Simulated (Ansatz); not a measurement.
Input file for Ansatz (a quantum-chemistry and plane-wave program):

Ansatz 0.2 input:
```yaml
crystal:
  lattice:
    - [4.2492772076, 0.0, 0.0]
    - [-2.1246386038, 3.6799820095, 0.0]
    - [0.0, 0.0, 6.9289333465]
  atoms:
    - { symbol: Cd, position: [0.0, 0.0, 0.4893436928] }
    - { symbol: Cd, position: [0.3333333333, 0.6666666667, 0.0105437805] }
    - { symbol: Se, position: [0.3333333333, 0.6666666667, 0.626446644] }
    - { symbol: S, position: [0.0, 0.0, 0.1216658828] }
kpoints:
  mp_grid: { grid: [8, 8, 4] }
hamiltonian:
  xc: r2scan
  pseudopotentials: { kind: paw }
scf:
  occupations: { method: fixed }
checkpoint: { read: static.run }
output: { bader: true, populations: true }
```

Output (shortened):

```
Pseudopotentials: kind: paw
Pseudopotential: Cd, paw, valence charge 20
Pseudopotential: Se, paw, valence charge 16
Pseudopotential: S, paw, valence charge 6
Functional definition: r2SCAN
Crystal: 4 atoms, lattice volume = 108.350 Å³
Basis set: ecut = 500 eV, 2767 PW (Γ), exchange–correlation on 128×128×216 points (64 copies of the dense FFT grid, shifted against one another)
Bands: 38, of which v1, the nominal top of the filled ones, is band 31 counted from 1 (30 counted from 0)
Symmetry: 6 space group operations
Space group: P3m1 (ITA 156), of the structure as read, at distance tolerance 4.8e-5 Å
k-points: 35 of 256 (time reversal used)
PAW frozen core: Cd, regenerated for the run's functional
PAW frozen core: Se, regenerated for the run's functional
PAW frozen core: S, regenerated for the run's functional
Initial density: read from a saved state, or passed on in memory by an earlier SCF of this step, an earlier step, the calling program or the single point that …
Stability of the state it starts from, as read at its close in the unpolarized treatment …
Initial wavefunctions: pseudopotential atomic-orbital guess
Eigensolver: davidson
Functional: x = r2scan, c = r2scan; τ floored in thin density (d = 2e-4 eV/Å³)
iter 1 solved again at ethr=6.34e-8 eV; its pass at ethr=3.10e-3 eV (dr2=3.93e-5 eV) is discarded
SCF iter   1: F=—  HF=-22923.421694 eV  |F-HF|=—  |Δ(HF+E_count)|=         —  Δρ=4.84e-7  dr2=1.93e-10  dr2_τ=1.44e-11  ethr=6.34e-8  ⟨swp⟩=3.0  Hψ=7544  notcnv=0  defer=175
all-band conjugate gradients solve this SCF's bands
preconditioner: auto → Resta (q_TF=auto, 2.486 Å⁻¹)
SCF iter   2: F=-22923.421694 eV  HF=-22923.421694 eV  |F-HF|=7.28e-12  |Δ(HF+E_count)|=   1.25e-8  Δρ=2.77e-7  dr2=7.33e-11  dr2_τ=7.95e-12  ethr=1.00e-12  ⟨swp⟩=9.7  Hψ=6476  notcnv=0
SCF 1 converged in 2 iterations: F = -22923.421694 eV  dr2 = 7.33e-11
SCF converged after 2 iterations
Free energy (F): -22923.421694 eV
Harris-Foulkes:  -22923.421694 eV  (|F-HF|=7.28e-12)
Internal energy: -22923.421694 eV  (E = F + TS)
E sigma→0 (E₀):  -22923.421694 eV
Fermi energy:    6.707733 eV
--- Per-component energies (eV) ---
  E_band       = -1478.776089
  E_kinetic    = 1235.838410
  E_local      = -10686.395090  (includes V_loc(G=0)·N_el)
  E_nonlocal   = -497.562089
  E_hartree    = 5019.050096
  E_xc         = -526.431096
  E_vxc        = -691.618035  (∫ρ·V_xc dr)
  E_paw        = -10747.298861  (= ΣΔE_a)
  E_vpaw       = -921.373647  (= ΣTr[D̂ρ^β])
  E_aug_tail   = -0.000198  (compensation charges beyond the density's cutoff)
  E_vtau       = 44.233961  (kinetic-family band-sum trace: ∫τ·v_τ [+ j·A + Jᵃ·Aᵃ] dr)
  E_ewald      = -6717.618788
  E_core_change = -3.004078  (= ΣΔE_core)
  E_smearing   =  0.000000  (= −TS)
  E_closure    = 0.000000  (closes the sum)
  Σ components = -22923.421694   (vs F -22923.421694, Δ=0.00e0)
  [band-id]    e_kinetic+e_local+e_nonlocal+2·e_hartree+e_vxc+e_vpaw+e_augmentation_tail+e_vtau = -1478.776496   (vs E_band -1478.776089, Δ=-4.07e-4)
--- Band table (eV; the first three rows and the last of 35) ---
  k-point 0: bands = ["-97.6689", "-97.5589", "-57.8407", "-57.8266", "-57.8266", "-57.7244", "-57.7244", "-57.7113", "-40.5047", "-40.5001", "-40.5001", "-40.4916", "-40.4916", "-6.1960", "-5.8055", "-1.4418", "-1.4418", "-1.4148", "-1.2922", "-1.2922", "-1.0669", "-1.0669", "-0.9440", "-0.9440", "-0.6714", "2.3137", "5.7554", "5.7554", "6.5237", "6.7077", "6.7077", "7.9247", "9.5775", "13.2808", "13.2808", "13.6052", "14.4338", "14.4338"]
  k-point 1: bands = ["-97.6689", "-97.5589", "-57.8407", "-57.8266", "-57.8266", "-57.7244", "-57.7244", "-57.7113", "-40.5047", "-40.5001", "-40.5001", "-40.4916", "-40.4916", "-6.1385", "-5.8605", "-1.4387", "-1.4387", "-1.3691", "-1.3009", "-1.3009", "-1.0585", "-1.0585", "-0.9476", "-0.9476", "-0.8798", "2.8610", "5.5262", "5.8260", "5.8260", "6.6241", "6.6241", "8.8045", "9.6733", "13.0757", "13.3476", "13.3476", "14.0369", "14.1408"]
  k-point 2: bands = ["-97.6689", "-97.5589", "-57.8407", "-57.8266", "-57.8266", "-57.7244", "-57.7244", "-57.7113", "-40.5047", "-40.5001", "-40.5001", "-40.4916", "-40.4916", "-6.0169", "-5.9798", "-1.4351", "-1.4351", "-1.3100", "-1.3100", "-1.2385", "-1.1484", "-1.0495", "-1.0495", "-0.9520", "-0.9520", "4.0029", "4.1889", "5.9152", "5.9152", "6.5219", "6.5219", "9.4469", "9.7981", "12.7661", "13.2912", "13.5448", "13.5448", "13.7483"]
  k-point 34: bands = ["-97.6688", "-97.5589", "-57.8407", "-57.8269", "-57.8268", "-57.7246", "-57.7246", "-57.7113", "-40.5046", "-40.5002", "-40.5001", "-40.4916", "-40.4916", "-5.7541", "-5.6836", "-1.2837", "-1.2789", "-1.2353", "-1.1819", "-1.0754", "-1.0604", "-1.0092", "-0.9658", "-0.5592", "-0.5495", "2.5415", "2.7218", "4.1489", "4.5284", "5.3601", "5.6158", "11.0056", "11.0121", "12.5811", "12.8508", "13.2779", "13.7774", "15.5485"]
  band table: 38 of 38 bands, residual norms ≤ 1.0e-3 eV
--- Löwdin populations: 4 sites ---
  site symbol       q [e]
     0     Cd     18.7216
     1     Cd     18.7046
     2     Se     17.1032
     3      S      7.1130
  spilling = 0.005768 (of n_electrons = 62.000000)
--- Bader charges: 4 sites ---
  site symbol  charge [e]  shift [e]
     0     Cd      0.8433     0.0032
     1     Cd      0.9277     0.0031
     2     Se     -0.8289     0.0030
     3      S     -0.9420     0.0033
  shift: an alarm, by how much a part of what the PAW files miss would move the charge. Where it is large, compare
  with a run on PAW files of another source; a small one proves nothing
  estimated error of the sums over rays = 3.3e-4 e
```

Cost: roughly 40 core-seconds on shared cores.

The first step of the workflow began from a Materials Project structure, measured or hypothetical; the Crystallography Open Database copy checked does not list it. Whether it is the stable phase at ambient conditions was not checked. Symmetry was held in the r²SCAN relaxation; whether a distortion lowers the energy is not shown. Scalar-relativistic: spin–orbit coupling is off unless named, which matters more the heavier the elements.

Potentials: the later of the program's two PAW sets.

Ansatz is a plane-wave DFT program.
